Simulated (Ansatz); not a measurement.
Here is the system:

TiC (rock salt, Fm-3m), a = b = c = 4.2607 Å, α = β = γ = 90.00°; the cell used has 2 atoms.

This is the LDA-relaxed structure.

All from DFT-LDA in the program Ansatz with PAW potentials, unless another level is named. Give the electronic character.

metallic (no gap).

Next, the density of states at the Fermi level?

0.13 states/eV per atom (mean over ±0.08 eV).

Next, the formation energy from the elements (no fitted shifts)?

-929 meV/atom.

The LDA relaxation kept the symmetry of its start; of distortions, only those at the zone centre were tested. No spin polarisation was allowed. The references are the lowest solids computed at this level, not always the standard phases.

Potentials: the later of the program's two PAW sets.
